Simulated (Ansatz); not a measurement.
Input:

NaF:
```cif
data_FNa
_chemical_formula_sum 'Na1 F1'
_space_group_name_H-M_alt 'P 1'
_space_group_IT_number 1
_cell_length_a 3.27347
_cell_length_b 3.27347
_cell_length_c 3.27347
_cell_angle_alpha 60.000
_cell_angle_beta 60.000
_cell_angle_gamma 60.000
loop_
_space_group_symop_operation_xyz
  'x, y, z'
loop_
_atom_site_label
_atom_site_type_symbol
_atom_site_fract_x
_atom_site_fract_y
_atom_site_fract_z
_atom_site_occupancy
Na1 Na 0.00000 0.00000 0.00000 1
F1 F 0.50000 0.50000 0.50000 1
```

This is the PBEsol-relaxed structure.

### Question
All from DFT-PBEsol in the program Ansatz with PAW potentials, unless another level is named. Predict the bulk modulus (Birch–Murnaghan fit).

### Answer
485 kbar.

### Question
What about the highest zone-centre frequency (without LO–TO term)?

### Answer
239 cm^-1.

### Question
What about the elastic constants (relaxed ions, GPa)?

### Answer
C11 = 101, C12 = 22.2, C44 = 27.2.

Space group Fm-3m (rock salt). The cell was relaxed with PBEsol under the symmetry of its start; of distortions, only those at the zone centre were tested.

Potentials: the later of the program's two PAW sets.
